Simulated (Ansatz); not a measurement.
BN (h-BN type, space group P6_3/mmc)

```xyz
4
Lattice="2.5058 0.0000 0.0000 -1.2529 2.1701 0.0000 0.0000 0.0000 6.6162" Properties=species:S:1:pos:R:3 pbc="T T T"
B      0.0000     1.4467     1.6541
B      1.2529     0.7234     4.9622
N      0.0000     1.4467     4.9622
N      1.2529     0.7234     1.6541
```

Two-dimensional scan of atom 1 (B, nearest neighbour N at 1.447 Å; its periodic images, 2.5 Å or more away, move with it): u runs along (0.707, 0.707, 0.000), v along (0.000, 0.000, 1.000) (Cartesian). Cell and other atoms are fixed.

These are PBE-D3(BJ) (plane waves to 420 eV, PAW, scalar-relativistic; Ansatz, an electronic-structure program) values and carry that method's errors. k mesh 12×12×4 (Γ-centred), Fermi-Dirac smearing 0.05 eV. Stress and pressure are positive under compression. BN was relaxed with its symmetry unable to fall. The PAW data are Ansatz's earlier set.

Changes of P (GPa) from the point u = 0.000 Å, v = 0.000 Å when one coordinate moves alone (two changes are said to add if the coupling is within 5 % of the smaller one, nearly so within 20 %):

| point | change |
|---|---|
| u = 0.000 Å, v = -0.220 Å | -1.52 |
| u = 0.000 Å, v = -0.147 Å | -0.70 |
| u = 0.000 Å, v = -0.073 Å | -0.18 |
| u = -0.220 Å, v = 0.000 Å | 11.12 |
| u = -0.147 Å, v = 0.000 Å | 4.65 |
| u = -0.073 Å, v = 0.000 Å | 1.10 |
| u = 0.073 Å, v = 0.000 Å | 0.98 |
| u = 0.147 Å, v = 0.000 Å | 3.68 |
| u = 0.220 Å, v = 0.000 Å | 7.80 |
| u = 0.000 Å, v = 0.073 Å | -0.18 |
| u = 0.000 Å, v = 0.147 Å | -0.70 |
| u = 0.000 Å, v = 0.220 Å | -1.52 |

Task: What is the change at u = 0.220 Å, v = -0.220 Å, where both move, and how far is it from the sum?

Result: The sum of the single changes is 7.80 + (-1.52) = 6.28; the calculation gives 5.62, so the coupling contributes -0.66 (over 20 % of the smaller single change, not additive).

(For displaced atoms, the force is minus the slope of the energy, and its curvature is a force constant, which sets phonon frequencies.)
